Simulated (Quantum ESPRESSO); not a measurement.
## Au4Re4 (finding a planted mistake in a log)

Computed values, not a measurement. The program is pw.x of Quantum ESPRESSO 7.5 (plane-wave density functional theory). The cell is made up: eight metal atoms on a hexagonal close-packed lattice, with elements, volume, strain and displacements drawn at random and not relaxed, so it may be unstable or far from any real phase. PseudoDojo standard norm-conserving files set the functional (PBE unless stated); there is no spin polarisation or spin-orbit coupling, the Fermi-Dirac width of 0.25 eV means electrons at about 2900 K, and the masses in the input are unused placeholders. Heavy elements are run without spin-orbit coupling, which real alloys of them have. A spin test at this wide smearing found no moment, but such smearing suppresses magnetism that the real alloy may have.

Intended input:

```
&control calculation='scf', pseudo_dir='./dojo.nc.sr.pbe.v0_5.standard.upf', outdir='./o', disk_io='minimal', tprnfor=.true., tstress=.true. /
&system ibrav=0, nat=8, ntyp=2, nbnd=81, ecutwfc=75.99759826, nosym=.true., tot_charge=0,
 occupations='smearing', smearing='fd', degauss=0.0183746611
/
&electrons conv_thr=1.470e-08, electron_maxstep=70, mixing_beta=0.5 /
ATOMIC_SPECIES
Au 1.0 Au.upf
Re 1.0 Re.upf
CELL_PARAMETERS angstrom
0.077 5.1361 -0.0142
2.8801 0.0314 4.5679
2.8878 0.0574 -4.5728
ATOMIC_POSITIONS angstrom
Au 0.0228 -0.0625 -0.0547
Au 2.8503 0.0337 -0.0081
Re 2.8739 1.783 -2.2807
Au 2.968 1.7508 2.3039
Au 1.5097 2.601 -0.0287
Re 4.3262 2.6367 -0.077
Re 1.5579 4.2738 -2.2862
Re 1.5428 4.3757 2.2799
K_POINTS automatic
5 5 5 1 1 1
```

The log is shortened where brackets say so; the opening notice, blank lines, dates and the lines on written files are dropped, and the path of the files is cut. It prints rydbergs, bohrs and kilobars, and counts compression as positive stress. Its total energy is the free energy E - TS of the whole cell.

Log of the intended run:

```
     Program PWSCF v.7.5
     Parallel version (MPI & OpenMP), running on       4 processor cores
     Number of MPI processes:                 4
     Threads/MPI process:                     1
     [start-up lines left out]
     bravais-lattice index     =            0
     lattice parameter (alat)  =       9.7070  a.u.
     unit-cell volume          =     913.4679 (a.u.)^3
     number of atoms/cell      =            8
     number of atomic types    =            2
     number of electrons       =       136.00
     number of Kohn-Sham states=           81
     kinetic-energy cutoff     =      75.9976  Ry
     charge density cutoff     =     303.9904  Ry
     scf convergence threshold =      1.5E-08
     mixing beta               =       0.5000
     number of iterations used =            8  plain     mixing
     Exchange-correlation= PBE
                           (   1   4   3   4   0   0   0)
     [axes and pseudopotential details left out]
   Cartesian axes
     site n.     atom                  positions (alat units)
         1        Au     tau(   1) = (   0.0044387  -0.0121674  -0.0106489  )
         2        Au     tau(   2) = (   0.5548897   0.0065606  -0.0015769  )
         3        Re     tau(   3) = (   0.5594841   0.3471102  -0.4440013  )
         4        Au     tau(   4) = (   0.5778032   0.3408416   0.4485178  )
         5        Au     tau(   5) = (   0.2939048   0.5063565  -0.0055872  )
         6        Re     tau(   6) = (   0.8422144   0.5133065  -0.0149902  )
         7        Re     tau(   7) = (   0.3032883   0.8320133  -0.4450720  )
         8        Re     tau(   8) = (   0.3003487   0.8518509   0.4438455  )
     number of k points=    63  Fermi-Dirac smearing, width (Ry)=  0.0184
                       cart. coord. in units 2pi/alat
        k(    1) = (   0.1766146   0.0973650   0.0004257), wk =   0.0320000
        k(    2) = (   0.3546784   0.0943851  -0.1118245), wk =   0.0320000
     [further k points left out]
     Dense  grid:    81779 G-vectors     FFT dimensions: (  54,  60,  60)
     Estimated max dynamical RAM per process >     358.87 MB
     Estimated total dynamical RAM >       1.34 GB
     Initial potential from superposition of free atoms
     starting charge     135.9983, renormalised to     136.0000
     Starting wfcs are   80 randomized atomic wfcs +    1 random wfcs
     total cpu time spent up to now is        5.2 secs
     per-process dynamical memory:   292.1 Mb
     Self-consistent Calculation
     iteration #  1     ecut=    76.00 Ry     beta= 0.50
     Davidson diagonalization with overlap
     ethr =  1.00E-02,  avg # of iterations =  3.0
     total cpu time spent up to now is       20.2 secs
     total energy              =   -1877.76820271 Ry
     estimated scf accuracy    <       3.41853428 Ry
     iteration #  2     ecut=    76.00 Ry     beta= 0.50
     Davidson diagonalization with overlap
     ethr =  2.51E-03,  avg # of iterations =  2.6
     total cpu time spent up to now is       35.5 secs
     total energy              =   -1878.71591644 Ry
     estimated scf accuracy    <       8.42922357 Ry
     [iterations 3 to 14 left out]
     iteration # 15     ecut=    76.00 Ry     beta= 0.50
     Davidson diagonalization with overlap
     ethr =  7.04E-11,  avg # of iterations =  2.0
     total cpu time spent up to now is      213.1 secs
     total energy              =   -1879.63139993 Ry
     estimated scf accuracy    <       0.00000011 Ry
     iteration # 16     ecut=    76.00 Ry     beta= 0.50
     Davidson diagonalization with overlap
     ethr =  7.04E-11,  avg # of iterations =  1.0
     total cpu time spent up to now is      225.0 secs
     End of self-consistent calculation
     [lines on levels left out]
!    total energy              =   -1879.63139993 Ry
     estimated scf accuracy    <          5.5E-09 Ry
     smearing contrib. (-TS)   =      -0.10933269 Ry
     internal energy E=F+TS    =   -1879.52206725 Ry
     The total energy is F=E-TS. E is the sum of the following terms:
     one-electron contribution =    -454.69227748 Ry
     hartree contribution      =     304.12682884 Ry
     xc contribution           =    -346.21144638 Ry
     ewald contribution        =   -1382.74517224 Ry
     convergence has been achieved in  16 iterations
     Forces acting on atoms (cartesian axes, Ry/au):
     atom    1 type  1   force =    -0.03102968    0.01072321    0.04294362
     atom    2 type  1   force =     0.03643188    0.00262995   -0.00623421
     atom    3 type  2   force =     0.03058955   -0.00294558   -0.01778151
     atom    4 type  1   force =    -0.01670066    0.00362406   -0.01763948
     atom    5 type  1   force =    -0.01319091    0.00205167    0.02807940
     atom    6 type  2   force =     0.00727986    0.04392624    0.00198399
     atom    7 type  2   force =     0.01666063   -0.02094969   -0.05531359
     atom    8 type  2   force =    -0.03004067   -0.03905986    0.02396177
     Total force =     0.126057     Total SCF correction =     0.000302
     Computing stress (Cartesian axis) and pressure
          total   stress  (Ry/bohr**3)                   (kbar)     P=      -98.84
  -0.00062235  -0.00004537  -0.00006777          -91.55       -6.67       -9.97
  -0.00004537  -0.00104131   0.00004395           -6.67     -153.18        6.46
  -0.00006777   0.00004395  -0.00035195           -9.97        6.46      -51.77
     init_run     :      4.94s CPU      5.16s WALL (       1 calls)
     electrons    :    215.10s CPU    219.77s WALL (       1 calls)
     forces       :      2.68s CPU      2.69s WALL (       1 calls)
     stress       :      8.64s CPU      8.86s WALL (       1 calls)
     [timing details left out]
     PWSCF        :   3m51.43s CPU   3m56.58s WALL
     JOB DONE.
```

A second run was made from an input with one planted mistake. Its log:

```
     Program PWSCF v.7.5
     Parallel version (MPI & OpenMP), running on       4 processor cores
     Number of MPI processes:                 4
     Threads/MPI process:                     1
     [start-up lines left out]
     bravais-lattice index     =            0
     lattice parameter (alat)  =       9.7070  a.u.
     unit-cell volume          =     913.4679 (a.u.)^3
     number of atoms/cell      =            8
     number of atomic types    =            2
     number of electrons       =       136.00
     number of Kohn-Sham states=           81
     kinetic-energy cutoff     =      75.9976  Ry
     charge density cutoff     =     303.9904  Ry
     scf convergence threshold =      1.5E-08
     mixing beta               =       0.5000
     number of iterations used =            8  plain     mixing
     Exchange-correlation= PBE
                           (   1   4   3   4   0   0   0)
     [axes and pseudopotential details left out]
   Cartesian axes
     site n.     atom                  positions (alat units)
         1        Au     tau(   1) = (   0.0044387  -0.0121674  -0.0106489  )
         2        Au     tau(   2) = (   0.5548897   0.0065606  -0.0015769  )
         3        Re     tau(   3) = (   0.5594841   0.3471102  -0.4440013  )
         4        Au     tau(   4) = (   0.5778032   0.3408416   0.4485178  )
         5        Au     tau(   5) = (   0.2939048   0.5258243  -0.0055872  )
         6        Re     tau(   6) = (   0.8422144   0.5133065  -0.0149902  )
         7        Re     tau(   7) = (   0.3032883   0.8320133  -0.4450720  )
         8        Re     tau(   8) = (   0.3003487   0.8518509   0.4438455  )
     number of k points=    63  Fermi-Dirac smearing, width (Ry)=  0.0184
                       cart. coord. in units 2pi/alat
        k(    1) = (   0.1766146   0.0973650   0.0004257), wk =   0.0320000
        k(    2) = (   0.3546784   0.0943851  -0.1118245), wk =   0.0320000
     [further k points left out]
     Dense  grid:    81779 G-vectors     FFT dimensions: (  54,  60,  60)
     Estimated max dynamical RAM per process >     358.87 MB
     Estimated total dynamical RAM >       1.34 GB
     Initial potential from superposition of free atoms
     starting charge     135.9983, renormalised to     136.0000
     Starting wfcs are   80 randomized atomic wfcs +    1 random wfcs
     total cpu time spent up to now is        5.1 secs
     per-process dynamical memory:   299.0 Mb
     Self-consistent Calculation
     iteration #  1     ecut=    76.00 Ry     beta= 0.50
     Davidson diagonalization with overlap
     ethr =  1.00E-02,  avg # of iterations =  3.0
     total cpu time spent up to now is       20.1 secs
     total energy              =   -1877.76983055 Ry
     estimated scf accuracy    <       3.41384147 Ry
     iteration #  2     ecut=    76.00 Ry     beta= 0.50
     Davidson diagonalization with overlap
     ethr =  2.51E-03,  avg # of iterations =  2.6
     total cpu time spent up to now is       35.4 secs
     total energy              =   -1878.71376396 Ry
     estimated scf accuracy    <       8.39882701 Ry
     [iterations 3 to 14 left out]
     iteration # 15     ecut=    76.00 Ry     beta= 0.50
     Davidson diagonalization with overlap
     ethr =  3.98E-11,  avg # of iterations =  2.0
     total cpu time spent up to now is      212.7 secs
     total energy              =   -1879.62890952 Ry
     estimated scf accuracy    <       0.00000004 Ry
     iteration # 16     ecut=    76.00 Ry     beta= 0.50
     Davidson diagonalization with overlap
     ethr =  3.26E-11,  avg # of iterations =  1.0
     total cpu time spent up to now is      224.3 secs
     End of self-consistent calculation
     [lines on levels left out]
!    total energy              =   -1879.62890952 Ry
     estimated scf accuracy    <          5.0E-09 Ry
     smearing contrib. (-TS)   =      -0.10932470 Ry
     internal energy E=F+TS    =   -1879.51958482 Ry
     The total energy is F=E-TS. E is the sum of the following terms:
     one-electron contribution =    -455.42248188 Ry
     hartree contribution      =     304.47941091 Ry
     xc contribution           =    -346.21998495 Ry
     ewald contribution        =   -1382.35652890 Ry
     convergence has been achieved in  16 iterations
     Forces acting on atoms (cartesian axes, Ry/au):
     atom    1 type  1   force =    -0.03550822    0.02490152    0.04324980
     atom    2 type  1   force =     0.03796969    0.01680503   -0.00655702
     atom    3 type  2   force =     0.02914488   -0.00272104   -0.01550075
     atom    4 type  1   force =    -0.01579502    0.00293119   -0.01630093
     atom    5 type  1   force =    -0.00934052   -0.02904815    0.02705113
     atom    6 type  2   force =     0.00745673    0.03863649    0.00227218
     atom    7 type  2   force =     0.01652981   -0.01592649   -0.06114926
     atom    8 type  2   force =    -0.03045735   -0.03557856    0.02693484
     Total force =     0.132442     Total SCF correction =     0.000287
     Computing stress (Cartesian axis) and pressure
          total   stress  (Ry/bohr**3)                   (kbar)     P=      -95.60
  -0.00061161  -0.00005042  -0.00007129          -89.97       -7.42      -10.49
  -0.00005042  -0.00099014   0.00003304           -7.42     -145.65        4.86
  -0.00007129   0.00003304  -0.00034794          -10.49        4.86      -51.18
     init_run     :      4.87s CPU      5.07s WALL (       1 calls)
     electrons    :    214.93s CPU    219.25s WALL (       1 calls)
     forces       :      2.56s CPU      2.56s WALL (       1 calls)
     stress       :      8.87s CPU      8.87s WALL (       1 calls)
     [timing details left out]
     PWSCF        :   3m51.27s CPU   3m55.85s WALL
     JOB DONE.
```

Question: the log repeats what the program read. Compare it with the intended run: what was wrong in the second input?

Answer: one coordinate of one atom is wrong. The input lines that differ:

```
- Au 1.5097 2.601 -0.0287
+ Au 1.5097 2.701 -0.0287
```

```
                                            intended run  run with the mistake
                          free energy (eV)    -25573.688            -25573.654
         entropy term -TS, part of it (eV)        -1.488                -1.487
                            pressure (GPa)         -9.88                 -9.56
size of the largest force component (eV/Å)         1.422                 1.572
largest change of a force component (eV/Å)                               0.800
                                iterations            16                    16
```

For scale, a rerun of the intended cell at a higher cutoff and on a denser mesh moved values by no more than 0.005 eV in energy, 0.04 GPa in stress and 0.017 eV/Å in force, and a second program with other atomic files agreed on that cell to 2 % rms in force and 0.5 GPa in pressure.